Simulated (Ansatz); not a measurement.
BAs (zinc blende)

```
CELL_PARAMETERS angstrom
      0.00000     4.80936     4.80936
      2.40468     0.00000     2.40468
      2.40468     2.40468     0.00000
ATOMIC_POSITIONS crystal
  As 0.37500 0.75000 0.75000
  As 0.87500 0.75000 0.75000
  B  0.00000 0.00000 0.00000
  B  0.50000 0.00000 0.00000
```

The atoms are displaced by Q × the pattern below (from a DFPT mode at L = (0.5, 0.0, 0.0), largest move 1; Q in Å), at fixed cell. It is one choice among 2 degenerate patterns. (q is in reciprocal vectors of the primitive cell; the cell shown is doubled to hold the pattern.)

| atom | x | y | z |
|---|---|---|---|
| As1 | 0.036 | -0.066 | 0.102 |
| As2 | -0.036 | 0.066 | -0.102 |
| B3 | 0.285 | -0.520 | 0.805 |
| B4 | -0.285 | 0.520 | -0.805 |

Computed with PBE (plane waves to 420 eV, PAW, scalar-relativistic; Ansatz, a program for electronic structure). k mesh 6×12×12 (Γ-centred), Fermi-Dirac smearing 0.05 eV. Energies are smeared free energies. BAs was relaxed with its symmetry unable to fall. The PAW data are Ansatz's earlier set. The zero of ΔE is the undisplaced structure.

| Q (Å) | ΔE (meV/cell) |
|---|---|
| -0.1000 | withheld |
| -0.0833 | 129.9 |
| -0.0667 | 83.1 |
| -0.0500 | 46.7 |
| -0.0333 | 20.7 |
| -0.0167 | 5.2 |
| 0.0000 | 0.0 |
| 0.0167 | 5.2 |
| 0.0333 | 20.7 |
| 0.0500 | 46.7 |
| 0.0667 | 83.1 |
| 0.0833 | 129.9 |
| 0.1000 | withheld |

Q: Fit an even polynomial form (powers 2, 4) to the given rows and predict ΔE at Q = 0.1000.

A: Least squares on the 11 given rows: ΔE = (18640)·Q² + (11790)·Q⁴, in meV/cell with Q in Å; root-mean-square residual 0.03 meV/cell. At 0.1000 the fit gives 187.6 meV/cell; the calculation gives 187.1 meV/cell, so the extrapolation is off by 0.5 (+0.3 %). The quadratic term alone would give 186.4 meV/cell.

(For displaced atoms, the force is minus the slope of the energy, and its curvature is a force constant, which sets phonon frequencies.)
